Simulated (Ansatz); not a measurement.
ZrIr3 (Cu3Au type)

```yaml
crystal:
  lattice:
    - [3.91070, 0.00000, 0.00000]
    - [0.00000, 3.91070, 0.00000]
    - [0.00000, 0.00000, 3.91070]
  atoms:
    - { symbol: Zr, position: [0.00000, 0.00000, 0.00000] }
    - { symbol: Ir, position: [0.50000, 0.50000, 0.00000] }
    - { symbol: Ir, position: [0.00000, 0.50000, 0.50000] }
    - { symbol: Ir, position: [0.50000, 0.00000, 0.50000] }
```

The slice is a {100} plane (indices of the conventional cell) through the point (0.500, 0.500, 0.000) (fractional), spanned by u = [100] and v = [010] in vectors of this cell: u (3.91 Å) and v (3.91 Å, at 90° to u). It covers one period; positions are fractions (u, v).

All values below come from LDA (plane waves to 420 eV, PAW, scalar-relativistic; Ansatz, a quantum-chemistry and plane-wave program). k mesh 12×12×12. Inside the PAW spheres the values are not all-electron values, and peaks at nuclei hang on which shells count as valence. Spin-orbit coupling is left out, though Ir is heavy. ZrIr3 is run without spin polarisation. ZrIr3 was relaxed with its symmetry unable to fall.

Three fields on this plane, each scaled to ten steps between its own extremes (0 low, 9 high; the total valence density on a logarithmic scale, the potential cut 8 eV below its top; x marks points blanked near nuclei; v = 0 in the bottom row):

Map A
```
|xxxxxxx16899999861xxxxxx|
|xxxxxx0267888887620xxxxx|
|xxxxxx0356666666530xxxxx|
|xxxxx013444333444310xxxx|
|xxxx00232100000123200xxx|
|xx001221000xxx000122100x|
|112333100xxxxxxx00133321|
|56654200xxxxxxxxx0024566|
|8876410xxxxxxxxxxx014678|
|9986400xxxxxxxxxxx004689|
|998630xxxxxxxxxxxxx03689|
|998630xxxxxxxxxxxxx03689|
|998630xxxxxxxxxxxxx03689|
|9986400xxxxxxxxxxx004689|
|8876410xxxxxxxxxxx014678|
|56654200xxxxxxxxx0024566|
|112333100xxxxxxx00133321|
|xx001221000xxx000122100x|
|xxxx00232100000123200xxx|
|xxxxx013444333444310xxxx|
|xxxxxx0356666666530xxxxx|
|xxxxxx0267888887620xxxxx|
|xxxxxxx16899999861xxxxxx|
|xxxxxxx15899999851xxxxxx|
```

Map B
```
|xxxxxxx66654345666xxxxxx|
|xxxxxx7765432345677xxxxx|
|xxxxxx8764211124678xxxxx|
|xxxxx987521000125789xxxx|
|xxxx99852100000125899xxx|
|xx788852124xxx421258887x|
|667775224xxxxxxx42257776|
|66665214xxxxxxxxx4125666|
|6654212xxxxxxxxxxx212456|
|5542104xxxxxxxxxxx401245|
|443100xxxxxxxxxxxxx00134|
|432100xxxxxxxxxxxxx00123|
|443100xxxxxxxxxxxxx00134|
|5542104xxxxxxxxxxx401245|
|6654212xxxxxxxxxxx212456|
|66665214xxxxxxxxx4125666|
|667775224xxxxxxx42257776|
|xx788852124xxx421258887x|
|xxxx99852100000125899xxx|
|xxxxx987521000125789xxxx|
|xxxxxx8764211124678xxxxx|
|xxxxxx7765432345677xxxxx|
|xxxxxxx66654345666xxxxxx|
|xxxxxxx66654445666xxxxxx|
```

Map C
```
|xxxxxxx64200000246xxxxxx|
|xxxxxx9632000002369xxxxx|
|xxxxxx8532100012358xxxxx|
|xxxxx974321111123479xxxx|
|xxxx97543333333334579xxx|
|xx987544457xxx754445789x|
|766544457xxxxxxx75444566|
|44333347xxxxxxxxx7433334|
|2222235xxxxxxxxxxx532222|
|1001137xxxxxxxxxxx731100|
|000013xxxxxxxxxxxxx31000|
|000013xxxxxxxxxxxxx31000|
|000013xxxxxxxxxxxxx31000|
|1001137xxxxxxxxxxx731100|
|2222235xxxxxxxxxxx532222|
|44333347xxxxxxxxx7433334|
|766544457xxxxxxx75444566|
|xx987544457xxx754445789x|
|xxxx97543333333334579xxx|
|xxxxx974321111123479xxxx|
|xxxxxx8532100012358xxxxx|
|xxxxxx9632000002369xxxxx|
|xxxxxxx64200000246xxxxxx|
|xxxxxxx74210001247xxxxxx|
```

### Question
Assign the maps to these fields: electron localisation function (ELF); valence electron density; electrostatic potential energy of an electron, from the cell's mean.

### Answer
A is the electrostatic potential energy of an electron, from the cell's mean; B is the electron localisation function (ELF); C is the valence electron density.
